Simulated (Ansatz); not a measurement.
Relaxed-ion elastic tensor of CdHg3Te4 in space group P-43m (No. 215; Cd on 1a, Hg on 3c, Te on 4e) in GPa (Voigt order), DFT-LDA in the program Ansatz with PAW potentials; density 7.65 g/cm³, 33.21 Å³ per atom.

|  | 1 | 2 | 3 | 4 | 5 | 6 |
|---|---|---|---|---|---|---|
| 1 | 58.6 | 41.2 | 41.2 | 0.0 | 0.0 | 0.0 |
| 2 | 41.2 | 58.6 | 41.2 | 0.0 | 0.0 | 0.0 |
| 3 | 41.2 | 41.2 | 58.6 | 0.0 | 0.0 | 0.0 |
| 4 | 0.0 | 0.0 | 0.0 | 22.2 | 0.0 | 0.0 |
| 5 | 0.0 | 0.0 | 0.0 | 0.0 | 22.2 | 0.0 |
| 6 | 0.0 | 0.0 | 0.0 | 0.0 | 0.0 | 22.2 |

Task: Is the crystal mechanically stable?

Result: Yes: the smallest eigenvalue of C is 17.4 GPa.

Task: Work out the Voigt, Reuss and Hill averages.

Result: K_V = 47.0, K_R = 47.0, K_H = 47.0; G_V = 16.8, G_R = 13.7, G_H = 15.2 GPa.

Task: Give Young's modulus, Poisson's ratio, Pugh's ratio and the universal anisotropy index.

Result: E = 9KG/(3K + G) = 41.3 GPa; ν = 0.35; K/G = 3.08 (ductile by the Pugh limit of 1.75); A_U = 5G_V/G_R + K_V/K_R − 6 = 1.14.

Task: Estimate the sound speeds and the Debye temperature.

Result: v_l = √((K + 4G/3)/ρ) = 2970 m/s, v_t = √(G/ρ) = 1410 m/s, mean 1590 m/s; Θ = (h/k)(3n/4πV)^(1/3) v_m = 147 K.

Task: Give the Zener ratio and Young's modulus along [100], [110] and [111].

Result: A = 2C44/(C11 − C12) = 2.56; 1/E = S11 − 2(S11 − S12 − S44/2)Γ with Γ = 0, 1/4, 1/3 gives 24.5, 43.1, 57.6 GPa.

The first step of the workflow began from a Materials Project structure, measured or hypothetical; the Crystallography Open Database copy checked does not list it. With Cd and Hg taken as one species the cell has the higher symmetry F-43m, so it may be an ordered model of a mixed-site phase. Its standing as an ambient phase is unchecked. The LDA relaxation kept the symmetry of its start; whether a distortion lowers the energy is not shown. As this level gives no gap, shear constants depend on the k-mesh and smearing (Fermi–Dirac, 0.1 eV here). Scalar-relativistic: spin–orbit coupling is off unless named, which matters more the heavier the elements.

Potentials: the later of the program's two PAW sets.
